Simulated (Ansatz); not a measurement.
A geometry of La₂O₃ away from equilibrium: step 2 of the relaxation of a relaxed La2O3 cell, doubled along one cell vector, shaken by Gaussian noise of σ = 0.08 Å a coordinate. Computed with r2SCAN (plane waves to 500 eV, PAW, scalar-relativistic; Ansatz, a first-principles code). Γ-centred k-mesh 7×7×2 on the run's cell (coarser than for final values), Fermi–Dirac smearing 0.05 eV.

```xyz
10
Lattice="3.9286 -0.0050 0.0062 -1.9687 3.4233 0.0017 0.0194 0.0172 12.2477" Properties=species:S:1:pos:R:3 pbc="T T T"
O     -0.0387    -0.0316    -0.0691
O      0.0784     0.0127     6.1227
O      0.0166     2.2415     3.9123
O     -0.0200     2.2718    10.0937
O      1.9518     1.0681     2.0791
O      2.0061     1.1055     8.3087
La     0.0129     2.2769     1.5584
La     0.0002     2.2443     7.6312
La     1.8940     1.0983     4.5637
La     1.9685     1.0817    10.7241
```

Q: Which atoms carry the largest force, and which way does it point?

A: 2.23 eV/Å, on La7 (atoms numbered as listed); on La7 its components are (-0.14, -0.42, -2.19).

Q: What is the pressure?

A: +1.2 GPa, compression positive.

Q: How much energy per atom can still be gained by relaxing?

A: 0.02 eV/atom; the path ends in P-3m1 (No. 164).

No spin polarisation in the result.

The first start was generated by placing the elements on the sites of a structure type. Materials Project lists a structure of La2O3 in the same space group, P-3m1 (No. 164); the sites were not compared with it, nor with measured phases.
